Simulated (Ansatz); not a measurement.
# How far is PAW off for Be?

```xyz
4
Lattice="3.7468 0.0000 0.0000 0.0000 3.7468 0.0000 0.0000 0.0000 2.2813" Properties=species:S:1:pos:R:3 pbc="T T T"
Be    1.1143    1.1143    0.0000
Be    2.6325    2.6325    0.0000
Be    0.7591    2.9877    1.1406
Be    2.9877    0.7591    1.1406
```

Atoms are numbered in the order listed.

The cell is the one relaxed in the Materials Project (mp-1008501), not relaxed further here; entries there can be hypothetical.

Levels of theory: DFT, PBEsol, PAW with Ansatz's default frozen-core files, scalar-relativistic (Ansatz 0.2.0); DFT, PBEsol, all-electron PAW with datasets made for the crystal, scalar-relativistic (Ansatz 0.2.0); DFT, PBEsol, all-electron LAPW, scalar-relativistic (Ansatz 0.2.0).

For PAW: a Γ-centred 9×9×14 k mesh, Fermi–Dirac smearing of 0.05 eV, cutoff 420 eV, no spin polarisation; the PAW files were made with PBE, and the program remakes their frozen cores for this functional. The crystal-made all-electron datasets (AE datasets) take a cutoff of 240 eV at this cell. LAPW targets a basis error of 1 meV/atom. The Ansatz runs share mesh, smearing and spin set-up. Plane-wave (PAW) pressures include the program's estimate of the Pulay term.

Stress and pressure are positive in compression.

Levels count from the Fermi level.

```
                      quantity     PAW  AE datasets    LAPW
                pressure (GPa)   -1.10        -1.20   -1.19
               stress xx (GPa)   -0.70        -0.79   -0.78
               stress zz (GPa)   -1.92        -2.01   -2.00
highest filled level at Z (eV)  -5.791       -5.792  -5.792
  lowest empty level at Z (eV)   1.021        1.021   1.021
highest filled level at Γ (eV)  -0.998       -0.998  -0.998
  lowest empty level at Γ (eV)   4.843        4.846   4.846
highest filled level at A (eV)  -3.415       -3.415  -3.415
  lowest empty level at A (eV)   1.796        1.797   1.796
```

PAW's pressure differs from the LAPW value by +0.09 GPa.
